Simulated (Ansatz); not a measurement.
CrCoPt2 (P4/mmm); spiral at q = 0.

```
Cr Co Pt
1.0
     3.81900    0.00000    0.00000
     0.00000    3.81900    0.00000
     0.00000    0.00000    3.74600
Cr Co Pt
1 1 2
Direct
  0.00000 0.00000 0.00000
  0.50000 0.50000 0.00000
  0.00000 0.50000 0.50000
  0.50000 0.00000 0.50000
```

The geometry is a structure as deposited in COD, held fixed and not relaxed.

Functional, mesh and filling: PBEsol, 8×8×8 k mesh, Fermi–Dirac smearing of 0.05 eV. PAW means Ansatz 0.2.0 on its default frozen-core files. Site moments are integrated in spheres about the atoms. Start moments (μB): Cr1 2.6, Co2 -1.4.

Iteration by iteration:

| iteration | Harris–Foulkes energy less the last (meV) | density residual (eV) | ∫|m| (μB) |
| --- | --- | --- | --- |
| 1 | -8483.050 | 9.3e+01 | 1.2677 |
| 2 | -7379.940 | 2.1e+02 | 3.0708 |
| 3 | -2201.270 | 3.4e+01 | 1.8938 |
| 4 | -1784.251 | 1.0e+02 | 3.6520 |
| 5 | 381.340 | 2.6e+00 | 3.1976 |
| 6 | 72.000 | 5.5e+00 | 3.0455 |
| 7 | 186.888 | 1.2e-01 | 3.6900 |
| 8 | 125.452 | 2.7e-02 | 3.8149 |
| 9 | 72.206 | 3.0e-01 | 3.7913 |
| 10 | 13.098 | 1.2e+00 | 4.1608 |
| 11 | 56.812 | 1.9e-01 | 3.8841 |
| 12 | 54.961 | 8.2e-03 | 3.9870 |
| 13 | 21.240 | 2.3e-02 | 4.1389 |
| 14 | -2.822 | 5.0e-02 | 4.4187 |
| 15 | -2.844 | 3.9e-02 | 4.5554 |
| 16 | -0.248 | 5.0e-03 | 4.5331 |
| 17 | 0.000 | 5.6e-05 | 4.5247 |
| 18 | -0.002 | 3.4e-05 | 4.5213 |
| 19 | 0.000 | 4.5e-06 | 4.5233 |
| 20 | 0.000 | 1.9e-06 | 4.5231 |
| 21 | 0.000 | 1.6e-07 | 4.5228 |
| 22 | 0.000 | 3.2e-08 | 4.5228 |

Site moments (μB): Cr1 2.59, Co2 -1.41, Pt3 -0.13, Pt4 -0.13. Cell moment 1.13 μB in the turning frame.

The PAW files were made with PBE; the program remakes their cores once for the run's functional and then keeps them frozen. The Ansatz runs typed with the search for lower states off end where their start leads. Spin–orbit coupling is left out although heavy atoms are present. The magnetic state is the one that this cell and start allow. It needn't be the compound's measured order, which may need a larger cell or be absent.
